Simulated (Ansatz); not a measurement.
# Tetragonal deformation path in Al

Theory: DFT PBEsol, scalar-relativistic, plane waves, PAW (Ansatz 0.2.0). Cutoff 420 eV, Γ-centred 22×22×22 k-points, Gaussian smearing of 0.15 eV. No spin polarisation. Energies are free energies at this smearing, counted from the undisturbed cell; pressure is positive in compression.

Reference structure (as given, not relaxed at this level; it stands at -1.9 GPa):

```yaml
crystal:
  lattice:
    - [0.00000, 2.02398, 2.02398]
    - [2.02398, 0.00000, 2.02398]
    - [2.02398, 2.02398, 0.00000]
  atoms:
    - { symbol: Al, position: [0.00000, 0.00000, 0.00000] }
```

At fixed volume and fractional coordinates, lengths along (0.000, 0.000, 1.000) are scaled against those across it; ρ is that ratio over its starting value. The cell is metallic on the mesh throughout. At ρ = 0.707 the cell becomes cubic (Im-3m), and there the slope of the energy vanishes by symmetry.

```csv
ρ,ΔE (meV/atom),pressure (GPa)
0.650,89.6,-0.1
0.707,96.0,0.0
0.780,83.2,-0.2
0.850,45.1,-0.7
0.920,13.5,-1.5
0.960,3.5,-1.8
1.000,0.0,-1.9
1.050,5.4,-1.7
1.100,17.9,-1.3
1.200,69.8,0.7
1.300,155.8,3.5
1.414,294.9,7.4
1.500,423.4,10.8
```